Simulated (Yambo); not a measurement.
Yambo run on RbO2H3 (space group Cmc2_1, No. 36). The wavefunctions are LDA (pw.x of Quantum ESPRESSO, ONCV potentials, no spin-orbit coupling) ones on a 4×4×2 mesh (24 occupied bands); a = 5.8325 Å, b = 5.8325 Å, c = 5.9398 Å, α = 90.00°, β = 90.00°, γ = 137.57°.

Yambo input:

```
rim_cut
gw0
dyson
el_el_corr
HF_and_locXC
ppa
em1d
RandQpts= 1000000
RandGvec= 1 Ry
EXXRLvcs= 84 Ry
VXCRLvcs= 336 Ry
Chimod= "HARTREE"
% BndsRnXp
 1 | 116 |
%
NGsBlkXp= 2 Ry
% LongDrXp
 1.0 | 1.0 | 1.0 |
%
PPAPntXp= 27.2114 eV
% GbndRnge
 1 | 116 |
%
GTermKind= "BG"
DysSolver= "n"
ExtendOut
% QPkrange
 1 | 1 | 24 | 25 |
 9 | 9 | 24 | 24 |
%
```

k points by index: 1 = Γ, 9 = (0.25, -0.5, 0).

Resulting energies as the program prints them:

```
#    K-point    Band    Eo [eV]    E [eV]    E-Eo [eV]    Vxc [eV]    Vnlxc [eV]    Sc|Eo [eV]    Sc|E [eV]    dSc/dw|Eo [eV]    Re(Z)    Im(Z)
#
    1    24    -0.017307    -1.886370    -1.869064    -18.60587    -24.63517    3.770930    4.160238    -5.667436    0.827625    -0.001198
    1    25    4.269374    5.512925    1.243551    -9.594517    -5.070166    -3.112662    -3.280801    -3.678990    0.880901    -0.768503E-3
    9    24    0.000000    -1.835807    -1.835807    -18.68711    -24.64457    3.740710    4.121658    -5.646197    0.828160    -0.001192
```
(The two width columns are left out.) Convergence of these settings isn't established.

Geometry of the Materials Project entry, not relaxed at this level.

The structure is a Materials Project entry; no match was found in the copy of COD used, and its stability was not checked.
